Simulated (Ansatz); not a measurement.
## NbTe: what changed settings do

All trials start from this Ansatz input:

```yaml
crystal:
  lattice:
    - [3.7029743866, 0.0, 0.0]
    - [-1.8514871933, 3.2068698884, 0.0]
    - [0.0, 0.0, 3.694211]
  atoms:
    - { symbol: Nb, position: [0.0, 0.0, 0.5] }
    - { symbol: Te, position: [0.66666667, 0.33333333, 0.0] }
basis:
  ecutwfc: 420
kpoints:
  mp_grid: { grid: [6, 6, 4] }
hamiltonian:
  xc: pbe
scf:
  occupations: { method: gaussian, width: 0.1 }
output:
  forces: true
  stress: true
  eigenvalues: true
```

Command:

```bash
ansatz run input.yaml --threads 1 --pin off --max-ram 1331MiB --backend cpu --events-out ev --progress --plain --runs-dir out
```

The run converges in 6 SCF iterations on 21 irreducible k-points: pressure -0.59 GPa, no gap.

The inputs are trials, many of them unsound on purpose. Their numbers show the effect of the settings and aren't properties of the material. Each trial's input is given as a difference from the reference's; energies are extrapolated to zero smearing where there is one, and pressure is positive in compression.

**Question.** Trial 1:

```diff
 basis:
+  precision: f64
 kpoints:
-  mp_grid: { grid: [6, 6, 4] }
+  mp_grid: { grid: [3, 3, 2] }
 scf:
-  occupations: { method: gaussian, width: 0.1 }
+  occupations: { method: methfessel_paxton, width: 0.016 }
 output:
+  dos: {}
```

What does the program give?

**Answer.** The run converges in 5 SCF iterations on 6 irreducible k-points: energy 183 meV per atom above the reference, pressure 1.86 GPa, no gap.